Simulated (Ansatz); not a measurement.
How far is PAW off for TlAgTe₂?

```
Tl Ag Te
1.0
    -1.96000    1.96000    7.61000
     1.96000   -1.96000    7.61000
     1.96000    1.96000   -7.61000
Tl Ag Te
1 1 2
Direct
  0.00000 0.00000 0.00000
  0.75000 0.25000 0.50000
  0.36900 0.36900 0.00000
  0.63100 0.63100 0.00000
```

Atoms are numbered in the order listed.

The cell is COD entry 1509558, as deposited and not checked against the literature; nothing was relaxed.

Spin–orbit coupling is left out, though it moves levels of the heavy atoms by tenths of an eV or more.

Methods: DFT, LDA, PAW with Ansatz's default frozen-core files, scalar-relativistic (Ansatz 0.2.0); DFT, LDA, all-electron PAW with datasets made for the crystal, scalar-relativistic (Ansatz 0.2.0); DFT, LDA, all-electron LAPW, scalar-relativistic (Ansatz 0.2.0).

For PAW: a Γ-centred 13×13×13 k mesh, Fermi–Dirac smearing of 0.05 eV, cutoff 420 eV, no spin polarisation; the PAW files were made with PBE, and the program remakes their frozen cores for this functional. The crystal-made all-electron datasets (AE datasets) take a cutoff of 240 eV at this cell. LAPW targets a basis error of 0.5 meV/atom. The Ansatz runs share mesh, smearing and spin set-up. Plane-wave (PAW) pressures include the program's estimate of the Pulay term.

Stress and pressure are positive in compression.

Levels count from the Fermi level.

| quantity | PAW | AE datasets | LAPW |
| --- | --- | --- | --- |
| pressure (GPa) | -1.41 | -1.40 | -1.40 |
| stress xx (GPa) | -2.29 | -2.28 | -2.28 |
| stress zz (GPa) | 0.35 | 0.36 | 0.36 |
| force on Te3, z (eV/Å) | 0.136 | 0.138 | 0.137 |
| highest filled level at X (eV) | -0.813 | -0.815 | -0.815 |
| lowest empty level at X (eV) | 1.389 | 1.388 | 1.388 |
| highest filled level at M (eV) | -0.826 | -0.826 | -0.826 |
| lowest empty level at M (eV) | 0.148 | 0.147 | 0.147 |
| highest filled level at P (eV) | -0.705 | -0.707 | -0.707 |
| lowest empty level at P (eV) | 1.510 | 1.508 | 1.508 |

PAW's pressure differs from the LAPW value by about 0.01 GPa or less. Datasets made for the crystal and LAPW share parts of one code, so their agreement isn't an independent check.
